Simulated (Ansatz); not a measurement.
# Ansatz 0.2.0, relaxation: LuZnF$_{2}$

Launch command:

```bash
ansatz run input.yaml --threads 2 --pin off --max-ram 3584MiB --backend cpu --events-out ev --progress --plain --runs-dir out
```

input.yaml:

```yaml
crystal:
  lattice:
    - [3.025164, 0.0, 0.0]
    - [-1.512582, 2.619872, 0.0]
    - [0.0, -1.746578, 5.679594]
  atoms:
    - { symbol: Zn, position: [0.0, 0.0, 0.0] }
    - { symbol: Lu, position: [0.5, 0.0, 0.5] }
    - { symbol: F, position: [0.223, 0.446, 0.669] }
    - { symbol: F, position: [0.777, 0.554, 0.331] }
  symmetry: { tolerance: 0.0003 }
kpoints:
  mp_grid: { grid: [7, 7, 7], shift: [0, 0, 0] }
magnetization:
  spin_polarized: false
scf:
  occupations: { method: fermi_dirac }
  lower_state_search: "off"
hamiltonian:
  pseudopotentials: { kind: paw }
  xc: r2scan
basis:
  ecutwfc: 500
  fft_grid_basis: typed
relax:
  max_steps: 40
  cell: { p_target: 0.0 }
output:
  forces: true
  stress: true
  eigenvalues: true
  bader: true
  populations: true
  elf: true
  write_potential: true
  volumetric_format: npy
  dos:
    e_range: [-12, 8]
    de: 0.05
    projected: { site_lists: { F: [F], Lu: [Lu], Zn: [Zn] } }
checkpoint:
  read: saved_state
```

Origin of the cell: a known structure type with other elements, at an estimated volume, so it need not be a known compound.

The smearing width isn't typed, so it takes its default of 0.1 eV.

The saved state is a converged single point of the same cell.

Steps («new basis» is an SCF on plane waves selected anew at the same cell):

```tsv
step	ΔF (meV/atom)	max force component (eV/Å)	P (GPa)	volume (Å³)	SCF iterations	step was
1	0.0	2.957	78.45	45.01	9	accepted
2	-576.7	0.662	39.23	51.29	11	accepted
3	-873.2	0.682	19.62	57.45	11	accepted
4	-1085.3	1.291	9.07	62.68	12	accepted
5	-1249.2	0.575	4.21	65.93	11	accepted
6	-1288.0	0.065	-0.24	68.61	10	accepted
7	-1288.2	0.024	-0.07	68.63	8	accepted
8	-1288.2	0.005	0.11	68.63	8	accepted
9	-1288.2	0.000	0.00	68.77	8	accepted
10	-1330.0	0.018	3.37	68.77	12	new basis
11	-1338.2	0.003	1.13	70.66	9	accepted
12	-1339.2	0.012	-0.19	71.75	8	accepted
13	-1339.3	0.001	0.01	71.59	5	accepted
14	-1339.8	0.000	-0.01	71.59	9	new basis
```

Before:

Space group R-3m (No. 166); the run's cell has a = 3.025 Å, b = 3.025 Å, c = 5.942 Å, α = 104.75°, β = 90.00°, γ = 120.00°. Shortest distances: F–Lu 1.99 Å, F–Zn 2.57 Å, F–F 2.60 Å, Zn–Zn 3.03 Å, Lu–Lu 3.03 Å, Lu–Zn 3.33 Å.

The relaxed structure.

Space group R-3m (No. 166); the run's cell has a = 3.790 Å, b = 3.790 Å, c = 6.158 Å, α = 107.92°, β = 90.00°, γ = 120.00°. Shortest distances: F–Lu 2.24 Å, F–F 2.40 Å, F–Zn 3.23 Å.

```xyz
4
Lattice="3.7897 0.0000 0.0000 -1.8948 3.2820 0.0000 0.0000 -2.1880 5.7561" Properties=species:S:1:pos:R:3 pbc="T T T"
Zn    0.0000    0.0000    0.0000
Lu    1.8948   -1.0940    2.8781
F     0.0000    0.0000    3.3740
F     1.8948    1.0940    2.3821
```

| Property | Result |
| --- | --- |
| Free energy lowered by | 1339.8 meV/atom |
| Volume change | 59.04 % |
| Final pressure | -0.01 GPa |
| Relaxation steps listed | 14 |
| Formation energy (elements under the same functional, gases as molecules, uncorrected) | -2.445 eV/atom |

Caveats: no dispersion correction, so spacings can come out too large where layers or molecules are weakly bound; no moments, though an odd count or open d shells may carry them; no spin-orbit coupling, though heavy elements are present; the k mesh is coarse if the cell is a metal; the relaxation held the start's symmetry, so the end may be a saddle point.

It ran for 2.6 min on 2 threads of Arm Neoverse V1, on a shared host, peak memory 0.65 GiB, from a saved density.
